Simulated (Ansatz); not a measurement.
In plane-wave PAW PBE (Ansatz code), InP in the hexagonal phase (P6_222; In on 3c, P on 3d) relaxes to a = 4.182 Å, c = 9.391 Å. Against the elements it lies at -0.070 eV/atom, with no fitted shifts.

Electronic character: no gap, with almost no states at the Fermi level (zero-gap or semimetallic).

The bulk modulus is 64.0 GPa.

The start of the workflow was typed in or built on a structure type; neither database checked (COD, Materials Project) lists it. It is not the phase usual at ambient conditions (space group No. 216). Symmetry was held in the PBE relaxation; its stability against distortions is not shown here. The references are the lowest solids computed at this level, not always the standard phases. Scalar-relativistic: spin–orbit coupling is off unless named, which matters more the heavier the elements.

Potentials: the later of the program's two PAW sets.
